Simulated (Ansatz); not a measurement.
IrRu:
Space group R-3m, hexagonal axes (No. 166); a = 2.6687 Å, b = 2.6687 Å, c = 13.1018 Å, α = 90.00°, β = 90.00°, γ = 120.00°

```csv
atom,site,symmetry,x,y,z
Ru,3b,-3m,0.0000,0.0000,0.5000
Ir,3a,-3m,0.0000,0.0000,0.0000
```
(The calculation used a cell of 2 atoms; values per cell refer to that cell.)

Relaxed at zero pressure with plane-wave PAW LDA (Ansatz code).

**Question.** The volume is raised by 9 % and shape and atoms relax at that volume. What pressure results, and how do the axes share the change?

**Answer.** -26.9 GPa; a 2.9 %, b 2.9 %, c 3.0 %; the energy rises by 111 meV/atom.

**Question.** Give the new structure.

**Answer.** 
Space group R-3m, hexagonal axes (No. 166); a = b = 2.746 Å, c = 13.490 Å, α = β = 90.00°, γ = 120.00°

| atom | site | symmetry | x | y | z |
|---|---|---|---|---|---|
| Ru | 3b | -3m | 0.0000 | 0.0000 | 0.5000 |
| Ir | 3a | -3m | 0.0000 | 0.0000 | 0.0000 |

The phase is kept; no other phase was compared at this pressure.

The workflow started from a Materials Project entry (that database holds measured and hypothetical structures alike); the Crystallography Open Database copy checked does not list it. With Ru and Ir taken as one species the cell has the higher symmetry Fm-3m, so it may be an ordered model of a mixed-site phase. Whether it is the stable phase at ambient conditions was not checked. The LDA relaxation kept the symmetry of its start; whether a distortion lowers the energy is not shown. No spin polarisation was allowed. Axis ratios of metals converge slowly with the k-mesh, so a and c are less sure than the volume. Scalar-relativistic: spin–orbit coupling is off unless named, which matters more the heavier the elements.

Potentials: the later of the program's two PAW sets.
